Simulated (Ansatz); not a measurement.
An Ansatz input:

```yaml
crystal:
  lattice:
    - [14.0, 0.0, 0.0]
    - [0.0, 14.4, 0.0]
    - [0.0, 0.0, 14.8]
  atoms:
    - { symbol: Ga, position: [0.5, 0.5, 0.5], spin: 1.0 }
  symmetry: { detect: false, time_reversal: true }
hamiltonian:
  xc: r2scan
  pseudopotentials:
    kind: paw
    azcp:
      Ga: "pseudopotentials/Ga.paw.azcp"
basis:
  ecutwfc: 500
  fft_grid_basis: typed
kpoints:
  mp_grid: { grid: [1, 1, 1], shift: [0, 0, 0] }
magnetization:
  spin_polarized: true
scf:
  occupations: { method: fermi_dirac, width: 0.01 }
output:
  write_density: true
  write_potential: true
  elf: true
  volumetric_format: npy
```

Output

```
Engine: ansatz 0.2.0, x86_64-unknown-linux-gnu
Pseudopotentials: kind: paw
Pseudopotential: Ga, paw, valence charge 13, recommended cutoff 500 eV (meta_gga) 
Functional definition: r2SCAN
  parameter k0 = 0.174
  parameter k1 = 0.065
  parameter a1 = 4.9479
  exchange = r2scan_x(k0 = k0, k1 = k1, a1 = a1)
  correlation = r2scan_c
Crystal: 1 atoms, lattice volume = 2983.680 Å³
Basis set: ecut = 500 eV, 75747 PW (Γ), exchange–correlation on 432×432×432 points (64 copies of the dense FFT grid, shifted against one another)
Bands: 11, of which v1, the nominal top of the filled ones, is band 7 counted from 1 (6 counted from 0)
Symmetry: 1 space group operations
k-points: 1
Non-local potential: Ga, projectors of the file, l = 0: 2, l = 1: 2, l = 2: 3, l = 3: 1
PAW form: soft (Blöchl's): semilocal exchange-correlation on the pseudo side does not see the compensation charge
PAW frozen core: Ga, regenerated for the run's functional (the file was generated under x = pbe(κ = 0.804, μ = 0.2195149727645171), c = pbe(β = 0.06672455060314922))
PAW one-centre angular grid: Ga, 590 points (default); XC on 160 Gauss nodes
Initial density: superposition of atomic densities (neutral atoms: chi_scale 0, normalization atom)
Starting moments: Σ|m| = 1 μB on 1 of 1 site
Initial wavefunctions: pseudopotential atomic-orbital guess
Functional: x = r2scan, c = r2scan; τ floored in thin density (d = 2e-4 eV/Å³)
iter 1 solved again at ethr=5.52e-5 eV; its pass at ethr=3.10e-3 eV (dr2=7.18e-3 eV) is discarded
SCF iter   1: F=—  HF=-3786.796568 eV  |F-HF|=—  |Δ(HF+E_count)|=         —  Δρ=8.76e-3 (↑8.09e-3 ↓8.76e-3)  dr2=7.21e-3  dr2_τ=1.03e-3  dr2_m=1.94e0  M=1.000 μB ∫|m|=1.000 μB  β_m=0.30  ethr=5.52e-5  ⟨swp⟩=3.5  Hψ=188  notcnv=0
spin=Collinear: Resta preconditioning applied to the charge; magnetization (m = ρ↑ − ρ↓) channel mixes plain (no charge-response kernel on spin).
SCF iter   2: F=—  HF=-3786.963663 eV  |F-HF|=—  |Δ(HF+E_count)|=   1.67e-1  Δρ=6.11e-3 (↑5.89e-3 ↓6.11e-3)  dr2=7.55e-4  dr2_τ=6.69e-4  dr2_m=9.85e-1  M=1.000 μB ∫|m|=1.000 μB  β_m=0.30  ethr=5.52e-5  ⟨swp⟩=6.0  Hψ=61  notcnv=0  κ⁻¹=1.0e0(r=1)
spin-set hold released at iteration 2 (site moments show no strong build): the magnetisation degrees of freedom join the quasi-Newton model from the next iteration; the mixer history was kept
SCF iter   3: F=—  HF=-3787.061400 eV  |F-HF|=—  |Δ(HF+E_count)|=   9.77e-2  Δρ=4.30e-3 (↑4.23e-3 ↓4.30e-3)  dr2=3.52e-3  dr2_τ=2.91e-4  dr2_m=4.97e-1  M=1.000 μB ∫|m|=1.000 μB  β_m=1.20  ethr=5.81e-6  ⟨swp⟩=8.0  Hψ=76  notcnv=0  κ⁻¹=1.2e-2(r=2)
SCF iter   4: F=—  HF=-3787.248734 eV  |F-HF|=—  |Δ(HF+E_count)|=   1.87e-1  Δρ=2.01e-3 (↑2.01e-3 ↓1.74e-4)  dr2=2.70e-1  dr2_τ=5.81e-5  dr2_m=2.57e-2  M=1.000 μB ∫|m|=1.009 μB  β_m=1.20  ethr=5.81e-6  ⟨swp⟩=8.5  Hψ=87  notcnv=0  defer=1  κ⁻¹=1.2e-3(r=3)
...
Mixer restart at iter 34: flushing history
SCF iter  35: F=-3787.429029 eV  HF=-3787.429029 eV  |F-HF|=2.68e-7  |Δ(HF+E_count)|=   2.77e-4  Δρ=9.05e-6 (↑9.05e-6 ↓4.29e-6)  dr2=1.09e-5  dr2_τ=3.78e-9  dr2_m=1.84e-7  M=1.000 μB ∫|m|=1.046 μB  β_m=1.20  ethr=1.20e-8  ⟨swp⟩=8.5  Hψ=92  notcnv=0  defer=1  κ⁻¹=1.0e0(r=1)
SCF iter  36: F=-3787.429024 eV  HF=-3787.429030 eV  |F-HF|=6.09e-6  |Δ(HF+E_count)|=   8.31e-7  Δρ=8.92e-6 (↑8.92e-6 ↓4.27e-6)  dr2=1.05e-5  dr2_τ=3.87e-9  dr2_m=1.95e-7  M=1.000 μB ∫|m|=1.046 μB  β_m=1.20  ethr=1.20e-8  ⟨swp⟩=4.0  Hψ=51  notcnv=0  defer=1  κ⁻¹=1.0e0(r=1)
SCF iter  37: F=-3787.428930 eV  HF=-3787.429400 eV  |F-HF|=4.69e-4  |Δ(HF+E_count)|=   3.70e-4  Δρ=1.30e-5 (↑1.30e-5 ↓8.48e-6)  dr2=1.56e-5  dr2_τ=2.59e-8  dr2_m=1.62e-6  M=1.000 μB ∫|m|=1.046 μB  β_m=1.20  ethr=1.20e-8  ⟨swp⟩=8.0  Hψ=88  notcnv=0  defer=1  κ⁻¹=5.8e-1(r=2)
SCF iter  38: F=-3787.428991 eV  HF=-3787.429044 eV  |F-HF|=5.25e-5  |Δ(HF+E_count)|=   3.56e-4  Δρ=1.16e-5 (↑1.16e-5 ↓6.21e-6)  dr2=1.74e-5  dr2_τ=9.75e-9  dr2_m=5.08e-7  M=1.000 μB ∫|m|=1.046 μB  β_m=1.20  ethr=1.20e-8  ⟨swp⟩=8.5  Hψ=96  notcnv=0  defer=1
Mixer restart at iter 38: flushing history
SCF iter  39: F=-3787.429043 eV  HF=-3787.429033 eV  |F-HF|=9.71e-6  |Δ(HF+E_count)|=   1.03e-5  Δρ=1.13e-5 (↑1.13e-5 ↓5.62e-6)  dr2=1.82e-5  dr2_τ=5.91e-9  dr2_m=2.23e-7  M=1.000 μB ∫|m|=1.046 μB  β_m=1.20  ethr=1.20e-8  ⟨swp⟩=11.0  Hψ=104  notcnv=0  defer=1  κ⁻¹=1.0e0(r=1)
SCF iter  40: F=-3787.429039 eV  HF=-3787.429033 eV  |F-HF|=5.93e-6  |Δ(HF+E_count)|=   2.18e-7  Δρ=1.12e-5 (↑1.12e-5 ↓5.55e-6)  dr2=1.79e-5  dr2_τ=6.00e-9  dr2_m=2.24e-7  M=1.000 μB ∫|m|=1.046 μB  β_m=1.20  ethr=1.20e-8  ⟨swp⟩=5.5  Hψ=54  notcnv=0  defer=1  κ⁻¹=1.0e0(r=1)
SCF iter  41: F=-3787.428896 eV  HF=-3787.429073 eV  |F-HF|=1.77e-4  |Δ(HF+E_count)|=   3.91e-5  Δρ=1.68e-5 (↑1.68e-5 ↓9.59e-6)  dr2=3.03e-5  dr2_τ=8.20e-8  dr2_m=1.93e-6  M=1.000 μB ∫|m|=1.046 μB  β_m=1.20  ethr=1.20e-8  ⟨swp⟩=9.5  Hψ=94  notcnv=0  defer=1  κ⁻¹=4.7e-1(r=2)
SCF iter  42: F=-3787.428979 eV  HF=-3787.428970 eV  |F-HF|=8.44e-6  |Δ(HF+E_count)|=   1.02e-4  Δρ=1.21e-5 (↑1.21e-5 ↓7.61e-6)  dr2=2.19e-5  dr2_τ=2.20e-8  dr2_m=4.47e-7  M=1.000 μB ∫|m|=1.046 μB  β_m=1.20  ethr=1.20e-8  ⟨swp⟩=8.0  Hψ=88  notcnv=0  defer=1
Mixer restart at iter 42: flushing history
SCF iter  43: F=-3787.429048 eV  HF=-3787.429033 eV  |F-HF|=1.53e-5  |Δ(HF+E_count)|=   6.29e-5  Δρ=1.23e-5 (↑1.23e-5 ↓6.45e-6)  dr2=2.24e-5  dr2_τ=7.70e-9  dr2_m=2.67e-7  M=1.000 μB ∫|m|=1.046 μB  β_m=1.20  ethr=1.20e-8  ⟨swp⟩=10.0  Hψ=96  notcnv=0  defer=1  κ⁻¹=1.0e0(r=1)
SCF iter  44: F=-3787.429049 eV  HF=-3787.429033 eV  |F-HF|=1.62e-5  |Δ(HF+E_count)|=   3.42e-9  Δρ=1.23e-5 (↑1.23e-5 ↓6.43e-6)  dr2=2.24e-5  dr2_τ=7.61e-9  dr2_m=2.60e-7  M=1.000 μB ∫|m|=1.046 μB  β_m=1.20  ethr=1.20e-8  ⟨swp⟩=3.5  Hψ=53  notcnv=0  defer=1  κ⁻¹=1.0e0(r=1)
SCF iter  45: F=-3787.428951 eV  HF=-3787.429181 eV  |F-HF|=2.29e-4  |Δ(HF+E_count)|=   1.48e-4  Δρ=1.55e-5 (↑1.55e-5 ↓8.82e-6)  dr2=2.54e-5  dr2_τ=3.03e-8  dr2_m=1.76e-6  M=1.000 μB ∫|m|=1.046 μB  ethr=1.20e-8  ⟨swp⟩=12.0  Hψ=248  notcnv=0
Mixer restart at iter 45: flushing history
iteration 45: the SCF's residuals had fallen too slowly under its mixing. It goes on by minimising its free energy, and can end on another state than longer mixing would; under `scf.algorithm: density_mixing` no SCF does so, but by `scf.convergence.dm_fallback`
SCF iter  46: F=—  HF=-3787.429057 eV  |F-HF|=—  |Δ(HF+E_count)|=   1.24e-4  Δρ=2.60e-6 (↑2.60e-6 ↓1.90e-6)  dr2=6.97e-7  dr2_τ=1.52e-9  dr2_m=4.47e-8  M=1.000 μB ∫|m|=1.046 μB  ethr=1.20e-8  ⟨swp⟩=9.5  Hψ=321  notcnv=0
SCF iter  47: F=—  HF=-3787.429071 eV  |F-HF|=—  |Δ(HF+E_count)|=   1.45e-5  Δρ=1.75e-6 (↑1.75e-6 ↓1.70e-6)  dr2=2.57e-7  dr2_τ=4.21e-10  dr2_m=1.70e-8  M=1.000 μB ∫|m|=1.046 μB  ethr=5.36e-9  ⟨swp⟩=12.5  Hψ=188  notcnv=0
SCF iter  48: F=—  HF=-3787.429074 eV  |F-HF|=—  |Δ(HF+E_count)|=   3.04e-6  Δρ=1.54e-6 (↑1.31e-6 ↓1.54e-6)  dr2=1.34e-7  dr2_τ=3.15e-10  dr2_m=1.59e-8  M=1.000 μB ∫|m|=1.046 μB  ethr=1.97e-9  ⟨swp⟩=12.5  Hψ=168  notcnv=0
SCF iter  49: F=—  HF=-3787.429084 eV  |F-HF|=—  |Δ(HF+E_count)|=   9.71e-6  Δρ=1.17e-6 (↑1.06e-6 ↓1.17e-6)  dr2=5.03e-8  dr2_τ=2.44e-10  dr2_m=1.85e-8  M=1.000 μB ∫|m|=1.046 μB  ethr=7.69e-10  ⟨swp⟩=11.5  Hψ=165  notcnv=0
SCF iter  50: F=—  HF=-3787.429114 eV  |F-HF|=—  |Δ(HF+E_count)|=   3.03e-5  Δρ=1.41e-6 (↑1.29e-6 ↓1.41e-6)  dr2=5.87e-8  dr2_τ=5.22e-10  dr2_m=2.88e-8  M=1.000 μB ∫|m|=1.046 μB  ethr=3.87e-10  ⟨swp⟩=12.5  Hψ=206  notcnv=0
```

The calculation hadn't finished when its time ran out.
